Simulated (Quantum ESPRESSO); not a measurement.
Mg2Ta3Au2Ti, one run as intended and one with a planted mistake

A calculation, not a measurement. The program is pw.x of Quantum ESPRESSO 7.5 (plane-wave density functional theory). The cell is made up: eight metal atoms on a face-centred cubic lattice, with elements, volume, strain and displacements drawn at random and not relaxed, so it may be unstable or far from any real phase. PseudoDojo standard norm-conserving files set the functional (PBE unless stated); there is no spin polarisation or spin-orbit coupling, the Fermi-Dirac width of 0.25 eV means electrons at about 2900 K, and the masses in the input are unused placeholders. Heavy elements are run without spin-orbit coupling, which real alloys of them have. A spin test at this wide smearing found no moment, but such smearing suppresses magnetism that the real alloy may have.

Intended input:

```
&control calculation='scf', pseudo_dir='./dojo.nc.sr.pbe.v0_5.standard.upf', outdir='./o', disk_io='minimal', tprnfor=.true., tstress=.true. /
&system ibrav=0, nat=8, ntyp=4, nbnd=69, ecutwfc=84.00895049, nosym=.true., tot_charge=0,
 occupations='smearing', smearing='fd', degauss=0.0183746611
/
&electrons conv_thr=1.470e-08, electron_maxstep=70, mixing_beta=0.5 /
ATOMIC_SPECIES
Au 1.0 Au.upf
Mg 1.0 Mg.upf
Ta 1.0 Ta.upf
Ti 1.0 Ti.upf
CELL_PARAMETERS angstrom
-0.026 4.189 4.2494
4.2805 -0.0845 4.3079
4.2352 4.2022 -0.0392
ATOMIC_POSITIONS angstrom
Mg 0.0049 0.0682 0.0454
Ta 2.1753 2.0715 0.0841
Ta 2.098 0.0474 2.2487
Au 4.3261 2.0932 2.1478
Au -0.0967 2.1154 2.1218
Ti 2.0483 4.2235 2.1612
Mg 2.0141 2.2324 4.2257
Ta 4.1982 4.0812 4.3461
K_POINTS automatic
5 5 5 1 1 1
```

The log is shortened where brackets say so; the opening notice, blank lines, dates and the lines on written files are dropped, and the path of the files is cut. It prints rydbergs, bohrs and kilobars, and counts compression as positive stress. Its total energy is the free energy E - TS of the whole cell.

Log of the intended run:

```
     Program PWSCF v.7.5
     Parallel version (MPI & OpenMP), running on       4 processor cores
     Number of MPI processes:                 4
     Threads/MPI process:                     1
     [start-up lines left out]
     bravais-lattice index     =            0
     lattice parameter (alat)  =      11.2761  a.u.
     unit-cell volume          =    1049.7569 (a.u.)^3
     number of atoms/cell      =            8
     number of atomic types    =            4
     number of electrons       =       109.00
     number of Kohn-Sham states=           69
     kinetic-energy cutoff     =      84.0090  Ry
     charge density cutoff     =     336.0358  Ry
     scf convergence threshold =      1.5E-08
     mixing beta               =       0.5000
     number of iterations used =            8  plain     mixing
     Exchange-correlation= PBE
                           (   1   4   3   4   0   0   0)
     [axes and pseudopotential details left out]
   Cartesian axes
     site n.     atom                  positions (alat units)
         1        Mg     tau(   1) = (   0.0008212   0.0114294   0.0076084  )
         2        Ta     tau(   2) = (   0.3645514   0.3471559   0.0140940  )
         3        Ta     tau(   3) = (   0.3515970   0.0079436   0.3768523  )
         4        Au     tau(   4) = (   0.7249970   0.3507926   0.3599428  )
         5        Au     tau(   5) = (  -0.0162056   0.3545130   0.3555855  )
         6        Ti     tau(   6) = (   0.3432679   0.7078026   0.3621885  )
         7        Mg     tau(   7) = (   0.3375364   0.3741206   0.7081713  )
         8        Ta     tau(   8) = (   0.7035626   0.6839550   0.7283487  )
     number of k points=    63  Fermi-Dirac smearing, width (Ry)=  0.0184
                       cart. coord. in units 2pi/alat
        k(    1) = (   0.0702990   0.0718011   0.0700709), wk =   0.0320000
        k(    2) = (   0.2114978   0.2122073  -0.0674757), wk =   0.0320000
     [further k points left out]
     Dense  grid:   109213 G-vectors     FFT dimensions: (  72,  72,  72)
     Estimated max dynamical RAM per process >     435.52 MB
     Estimated total dynamical RAM >       1.62 GB
     Initial potential from superposition of free atoms
     starting charge     108.9938, renormalised to     109.0000
     Starting wfcs are   70 randomized atomic wfcs
     total cpu time spent up to now is       14.3 secs
     per-process dynamical memory:   345.0 Mb
     Self-consistent Calculation
     iteration #  1     ecut=    84.01 Ry     beta= 0.50
     Davidson diagonalization with overlap
     ethr =  1.00E-02,  avg # of iterations =  5.1
     total cpu time spent up to now is       54.5 secs
     total energy              =   -1338.77020831 Ry
     estimated scf accuracy    <       1.85737135 Ry
     iteration #  2     ecut=    84.01 Ry     beta= 0.50
     Davidson diagonalization with overlap
     ethr =  1.70E-03,  avg # of iterations =  3.3
     total cpu time spent up to now is       94.1 secs
     total energy              =   -1339.12507314 Ry
     estimated scf accuracy    <       5.06010019 Ry
     [iterations 3 to 12 left out]
     iteration # 13     ecut=    84.01 Ry     beta= 0.50
     Davidson diagonalization with overlap
     ethr =  5.32E-10,  avg # of iterations =  2.0
     total cpu time spent up to now is      479.0 secs
     total energy              =   -1339.73285445 Ry
     estimated scf accuracy    <       0.00000003 Ry
     iteration # 14     ecut=    84.01 Ry     beta= 0.50
     Davidson diagonalization with overlap
     ethr =  2.74E-11,  avg # of iterations =  4.4
     total cpu time spent up to now is      517.9 secs
     End of self-consistent calculation
     [lines on levels left out]
!    total energy              =   -1339.73285445 Ry
     estimated scf accuracy    <       0.00000001 Ry
     smearing contrib. (-TS)   =      -0.11686554 Ry
     internal energy E=F+TS    =   -1339.61598890 Ry
     The total energy is F=E-TS. E is the sum of the following terms:
     one-electron contribution =    -519.10706224 Ry
     hartree contribution      =     288.51085755 Ry
     xc contribution           =    -241.60480871 Ry
     ewald contribution        =    -867.41497549 Ry
     convergence has been achieved in  14 iterations
     Forces acting on atoms (cartesian axes, Ry/au):
     atom    1 type  2   force =    -0.01895741    0.00997474    0.00385500
     atom    2 type  3   force =     0.00003179    0.00869819   -0.00798507
     atom    3 type  3   force =     0.00036655   -0.01890506   -0.00550240
     atom    4 type  1   force =    -0.00945650    0.00132856    0.00482454
     atom    5 type  1   force =     0.00356262   -0.00034212    0.01035066
     atom    6 type  4   force =     0.01179067    0.01312482   -0.01904676
     atom    7 type  2   force =    -0.00599787   -0.03485712    0.01898149
     atom    8 type  3   force =     0.01866014    0.02097798   -0.00547745
     Total force =     0.065871     Total SCF correction =     0.000435
     Computing stress (Cartesian axis) and pressure
          total   stress  (Ry/bohr**3)                   (kbar)     P=      -85.55
  -0.00053410   0.00022330   0.00004955          -78.57       32.85        7.29
   0.00022330  -0.00052498   0.00012964           32.85      -77.23       19.07
   0.00004955   0.00012964  -0.00068559            7.29       19.07     -100.85
     init_run     :     13.50s CPU     13.94s WALL (       1 calls)
     electrons    :    499.59s CPU    503.61s WALL (       1 calls)
     forces       :      3.96s CPU      4.04s WALL (       1 calls)
     stress       :     14.00s CPU     14.34s WALL (       1 calls)
     [timing details left out]
     PWSCF        :   8m51.42s CPU   8m56.34s WALL
     JOB DONE.
```

A second run has one planted mistake: the files are those of another functional. The input lines that differ:

```
- &control calculation='scf', pseudo_dir='./dojo.nc.sr.pbe.v0_5.standard.upf', outdir='./o', disk_io='minimal', tprnfor=.true., tstress=.true. /
+ &control calculation='scf', pseudo_dir='./dojo.nc.sr.pbesol.v0_4_1.standard.upf', outdir='./o', disk_io='minimal', tprnfor=.true., tstress=.true. /
```

Its log:

```
     Program PWSCF v.7.5
     Parallel version (MPI & OpenMP), running on       4 processor cores
     Number of MPI processes:                 4
     Threads/MPI process:                     1
     [start-up lines left out]
     bravais-lattice index     =            0
     lattice parameter (alat)  =      11.2761  a.u.
     unit-cell volume          =    1049.7569 (a.u.)^3
     number of atoms/cell      =            8
     number of atomic types    =            4
     number of electrons       =       109.00
     number of Kohn-Sham states=           69
     kinetic-energy cutoff     =      84.0090  Ry
     charge density cutoff     =     336.0358  Ry
     scf convergence threshold =      1.5E-08
     mixing beta               =       0.5000
     number of iterations used =            8  plain     mixing
     Exchange-correlation= PBESOL
                           (   1   4  10   8   0   0   0)
     [axes and pseudopotential details left out]
   Cartesian axes
     site n.     atom                  positions (alat units)
         1        Mg     tau(   1) = (   0.0008212   0.0114294   0.0076084  )
         2        Ta     tau(   2) = (   0.3645514   0.3471559   0.0140940  )
         3        Ta     tau(   3) = (   0.3515970   0.0079436   0.3768523  )
         4        Au     tau(   4) = (   0.7249970   0.3507926   0.3599428  )
         5        Au     tau(   5) = (  -0.0162056   0.3545130   0.3555855  )
         6        Ti     tau(   6) = (   0.3432679   0.7078026   0.3621885  )
         7        Mg     tau(   7) = (   0.3375364   0.3741206   0.7081713  )
         8        Ta     tau(   8) = (   0.7035626   0.6839550   0.7283487  )
     number of k points=    63  Fermi-Dirac smearing, width (Ry)=  0.0184
                       cart. coord. in units 2pi/alat
        k(    1) = (   0.0702990   0.0718011   0.0700709), wk =   0.0320000
        k(    2) = (   0.2114978   0.2122073  -0.0674757), wk =   0.0320000
     [further k points left out]
     Dense  grid:   109213 G-vectors     FFT dimensions: (  72,  72,  72)
     Estimated max dynamical RAM per process >     435.52 MB
     Estimated total dynamical RAM >       1.62 GB
     Initial potential from superposition of free atoms
     starting charge     108.9942, renormalised to     109.0000
     Starting wfcs are   70 randomized atomic wfcs
     total cpu time spent up to now is       13.6 secs
     per-process dynamical memory:   344.9 Mb
     Self-consistent Calculation
     iteration #  1     ecut=    84.01 Ry     beta= 0.50
     Davidson diagonalization with overlap
     ethr =  1.00E-02,  avg # of iterations =  5.1
     total cpu time spent up to now is       53.1 secs
     total energy              =   -1334.98479372 Ry
     estimated scf accuracy    <       1.93945356 Ry
     iteration #  2     ecut=    84.01 Ry     beta= 0.50
     Davidson diagonalization with overlap
     ethr =  1.78E-03,  avg # of iterations =  3.3
     total cpu time spent up to now is       91.3 secs
     total energy              =   -1335.37696877 Ry
     estimated scf accuracy    <       5.06920342 Ry
     [iterations 3 to 12 left out]
     iteration # 13     ecut=    84.01 Ry     beta= 0.50
     Davidson diagonalization with overlap
     ethr =  3.75E-10,  avg # of iterations =  3.8
     total cpu time spent up to now is      457.5 secs
     total energy              =   -1335.99012299 Ry
     estimated scf accuracy    <       0.00000002 Ry
     iteration # 14     ecut=    84.01 Ry     beta= 0.50
     Davidson diagonalization with overlap
     ethr =  2.25E-11,  avg # of iterations =  3.4
     total cpu time spent up to now is      492.5 secs
     End of self-consistent calculation
     [lines on levels left out]
!    total energy              =   -1335.99012300 Ry
     estimated scf accuracy    <          6.1E-09 Ry
     smearing contrib. (-TS)   =      -0.11698733 Ry
     internal energy E=F+TS    =   -1335.87313567 Ry
     The total energy is F=E-TS. E is the sum of the following terms:
     one-electron contribution =    -520.12382195 Ry
     hartree contribution      =     288.10807284 Ry
     xc contribution           =    -236.44241107 Ry
     ewald contribution        =    -867.41497549 Ry
     convergence has been achieved in  14 iterations
     Forces acting on atoms (cartesian axes, Ry/au):
     atom    1 type  2   force =    -0.01862186    0.01023612    0.00396988
     atom    2 type  3   force =     0.00052418    0.00742521   -0.00721197
     atom    3 type  3   force =    -0.00025605   -0.01907464   -0.00709465
     atom    4 type  1   force =    -0.00950614    0.00131607    0.00482435
     atom    5 type  1   force =     0.00405456    0.00055210    0.00986982
     atom    6 type  4   force =     0.01125640    0.01374302   -0.01890842
     atom    7 type  2   force =    -0.00583779   -0.03451558    0.01894836
     atom    8 type  3   force =     0.01838669    0.02031771   -0.00439737
     Total force =     0.065163     Total SCF correction =     0.000226
     Computing stress (Cartesian axis) and pressure
          total   stress  (Ry/bohr**3)                   (kbar)     P=     -127.57
  -0.00082167   0.00023029   0.00005421         -120.87       33.88        7.97
   0.00023029  -0.00081340   0.00013120           33.88     -119.66       19.30
   0.00005421   0.00013120  -0.00096652            7.97       19.30     -142.18
     init_run     :     13.04s CPU     13.49s WALL (       1 calls)
     electrons    :    475.67s CPU    478.95s WALL (       1 calls)
     forces       :      3.89s CPU      3.94s WALL (       1 calls)
     stress       :     13.88s CPU     13.96s WALL (       1 calls)
     [timing details left out]
     PWSCF        :   8m26.62s CPU   8m30.61s WALL
     JOB DONE.
```

|  | intended run | run with the mistake |
| --- | --- | --- |
| free energy (eV) | -18227.994 | -18177.072 |
| entropy term -TS, part of it (eV) | -1.590 | -1.592 |
| pressure (GPa) | -8.56 | -12.76 |
| size of the largest force component (eV/Å) | 0.896 | 0.887 |
| largest change of a force component (eV/Å) |  | 0.041 |
| iterations | 14 | 14 |

For scale, a rerun of the intended cell at a higher cutoff and on a denser mesh moved values by no more than 0.003 eV in energy, 0.02 GPa in stress and 0.003 eV/Å in force, and a second program with other atomic files agreed on that cell to 2 % rms in force and 0.5 GPa in pressure. Files of another functional or element have another zero of energy, so the energy change says nothing on stability.